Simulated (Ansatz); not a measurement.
Input:

GdGa3Cu:
```
GdGa3Cu
1.0
   -2.08208     2.08208     5.30074
    2.08208    -2.08208     5.30074
    2.08208     2.08208    -5.30074
Gd Cu Ga
1 1 3
Direct
  0.12739   0.12739   0.00000
  0.49793   0.49793   0.00000
  0.87643   0.37643   0.50000
  0.37643   0.87643   0.50000
  0.72046   0.72046   0.00000
```
The run is spin-polarised; directions of the spins, atom by atom: ↑ 0 0 0 0.

This is the PBE-relaxed structure.

Task: All from the program Ansatz at the PBE level (PAW), unless another level is named. Predict the formation energy from the elements (no fitted shifts).

Result: -0.50 eV/atom.

Task: And the density of states at the Fermi level?

Result: 0.30 states/eV per atom (mean over ±0.08 eV).

Space group I4mm. The workflow started from an entry of the Crystallography Open Database (COD, 293 K). Its standing as an ambient phase is unchecked. The PBE relaxation kept the symmetry of its start; whether a distortion lowers the energy is not shown. Magnetic state: ferromagnetic, the only order run, not a proven ground state. The 4f shell is in the valence, and the state reached may lie above the lowest one. No Hubbard U is applied. The references are the lowest solids computed at this level, not always the standard phases. Scalar-relativistic: spin–orbit coupling is off unless named, which matters more the heavier the elements.

Potentials: the later of the program's two PAW sets.
